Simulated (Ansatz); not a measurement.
Given:

Starting cell, Ir (fcc, Cu type):

```yaml
crystal:
  lattice:
    - [3.83048, 0.00000, 0.00000]
    - [0.00000, 3.83048, 0.00000]
    - [0.00000, 0.00000, 3.83048]
  atoms:
    - { symbol: Ir, position: [0.00000, 0.00000, 0.00000] }
    - { symbol: Ir, position: [0.50000, 0.50000, 0.00000] }
    - { symbol: Ir, position: [0.50000, 0.00000, 0.50000] }
    - { symbol: Ir, position: [0.00000, 0.50000, 0.50000] }
```

In each cell atom 3 (Ir, nearest neighbour Ir at 2.709 Å; its periodic images, 3.8 Å or more away, move with it) moves by s·(1.000, 0.000, 0.000) (along Cartesian x), the rest being held.

Computed with PBEsol (plane waves to 420 eV, PAW, scalar-relativistic; Ansatz, a first-principles code). k mesh 10×10×10 (Γ-centred), Fermi-Dirac smearing 0.05 eV. E stands for the smeared free energy. With partly filled bands, energies and forces of such displacements shift with the k mesh and the smearing. Ir is run without spin polarisation. Ir was relaxed with its symmetry unable to fall. Spin-orbit coupling is left out, though Ir is heavy. ΔE is measured from the undisplaced structure.

The scan covers s from -0.540 to 0.540 Å in 11 points.

Question: Is this a single well or a double well?

Answer: A single well with its minimum at or next to zero displacement.

Question: Is the energy the same for equal positive and negative displacements?

Answer: Even: the same for both signs. With its periodic images moving along, the atom's site symmetry in this cell is m-3m.

Question: What force acts on the atom along the line at s = -0.540 Å?

Answer: 10.4 eV/Å.

Question: What is the force constant k = d²E/ds² of this move at s = 0?

Answer: 14.7 eV/Å².

(A displaced cell: forces are minus the slopes of the energy, force constants its curvatures, and phonons follow from these.)
